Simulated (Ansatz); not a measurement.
# Spinel alloy of ZnGa2O4 and ZnAl2O4 (1 of 16 Ga sites exchanged), 56 atoms

Ansatz, PAW, plane waves. PBEsol relaxation of volume and atoms (shape held) at the single k point (¼, ¼, ¼) without its symmetry partners; single points on the relaxed atoms at the Γ point alone, onto which points of the small cell's zone fold. Arrangement: quasirandom. No spin–orbit coupling unless named.

Relaxed structure:

```yaml
crystal:
  lattice:
    - [8.32427, 0.00000, 0.00000]
    - [0.00000, 8.32427, 0.00000]
    - [0.00000, 0.00000, 8.32427]
  atoms:
    - { symbol: Zn, position: [0.87574, 0.37578, 0.37412] }
    - { symbol: Zn, position: [0.37348, 0.87358, 0.37415] }
    - { symbol: Zn, position: [0.37374, 0.37541, 0.87586] }
    - { symbol: Zn, position: [0.12361, 0.12356, 0.12662] }
    - { symbol: Zn, position: [0.87564, 0.87354, 0.87646] }
    - { symbol: Zn, position: [0.62582, 0.62581, 0.12665] }
    - { symbol: Zn, position: [0.62554, 0.12398, 0.62474] }
    - { symbol: Zn, position: [0.12366, 0.62594, 0.62452] }
    - { symbol: Ga, position: [0.49957, 0.99987, 0.00037] }
    - { symbol: Ga, position: [0.74981, 0.24970, 0.00061] }
    - { symbol: Ga, position: [0.75086, 0.99815, 0.24948] }
    - { symbol: Ga, position: [0.99870, 0.50129, 0.00168] }
    - { symbol: Ga, position: [0.24833, 0.75082, 0.00194] }
    - { symbol: Ga, position: [0.00052, 0.99821, 0.49876] }
    - { symbol: Ga, position: [0.49954, 0.49991, 0.50030] }
    - { symbol: Ga, position: [0.24957, 0.24961, 0.50033] }
    - { symbol: Ga, position: [0.24805, 0.50121, 0.25133] }
    - { symbol: Ga, position: [0.49956, 0.24988, 0.25039] }
    - { symbol: Ga, position: [0.75123, 0.74862, 0.49893] }
    - { symbol: Ga, position: [0.24946, 0.99955, 0.75030] }
    - { symbol: Ga, position: [0.74953, 0.49968, 0.75040] }
    - { symbol: Ga, position: [0.99957, 0.24961, 0.75030] }
    - { symbol: Ga, position: [0.49978, 0.74983, 0.75043] }
    - { symbol: O, position: [0.51141, 0.01031, 0.23921] }
    - { symbol: O, position: [0.73910, 0.23799, 0.23919] }
    - { symbol: O, position: [0.51075, 0.23879, 0.01185] }
    - { symbol: O, position: [0.73833, 0.01097, 0.01129] }
    - { symbol: O, position: [0.00919, 0.51816, 0.24084] }
    - { symbol: O, position: [0.23124, 0.74033, 0.24093] }
    - { symbol: O, position: [0.00921, 0.74037, 0.01881] }
    - { symbol: O, position: [0.23735, 0.51208, 0.01259] }
    - { symbol: O, position: [0.01078, 0.01005, 0.73852] }
    - { symbol: O, position: [0.23804, 0.23858, 0.73925] }
    - { symbol: O, position: [0.01067, 0.23778, 0.51082] }
    - { symbol: O, position: [0.23873, 0.01090, 0.51162] }
    - { symbol: O, position: [0.26003, 0.26163, 0.26161] }
    - { symbol: O, position: [0.48762, 0.48940, 0.26155] }
    - { symbol: O, position: [0.48853, 0.26085, 0.48891] }
    - { symbol: O, position: [0.26078, 0.48846, 0.48957] }
    - { symbol: O, position: [0.51068, 0.51133, 0.73934] }
    - { symbol: O, position: [0.73918, 0.73851, 0.73852] }
    - { symbol: O, position: [0.51155, 0.73860, 0.51077] }
    - { symbol: O, position: [0.73835, 0.51050, 0.51153] }
    - { symbol: O, position: [0.76804, 0.75926, 0.25987] }
    - { symbol: O, position: [0.99001, 0.98141, 0.25986] }
    - { symbol: O, position: [0.99012, 0.75912, 0.48193] }
    - { symbol: O, position: [0.76179, 0.98736, 0.48816] }
    - { symbol: O, position: [0.76107, 0.26080, 0.76156] }
    - { symbol: O, position: [0.98838, 0.48928, 0.76220] }
    - { symbol: O, position: [0.98850, 0.26155, 0.98994] }
    - { symbol: O, position: [0.76053, 0.48852, 0.98928] }
    - { symbol: O, position: [0.26016, 0.76091, 0.76227] }
    - { symbol: O, position: [0.48851, 0.98821, 0.76151] }
    - { symbol: O, position: [0.48784, 0.76097, 0.99013] }
    - { symbol: O, position: [0.26089, 0.98897, 0.98916] }
    - { symbol: Al, position: [0.99965, 0.74976, 0.25030] }
```

Question: What are the mean bond lengths by pair (pairs within 1.2 times the sum of covalent radii, less contacts 15 % beyond the pair's median; cation–cation pairs of compounds aside; long ionic contacts are cut short by that bound)?

Answer: Al–O 1.931 ± 0.000 Å (standard deviation, 6 bonds); Ga–O 1.994 ± 0.004 Å (standard deviation, 90 bonds); O–Zn 1.968 ± 0.001 Å (standard deviation, 32 bonds).

Question: What gap lies between the top filled and the lowest empty level in the single points?

Answer: HSE06 4.66 eV (35 s on NVIDIA H100).
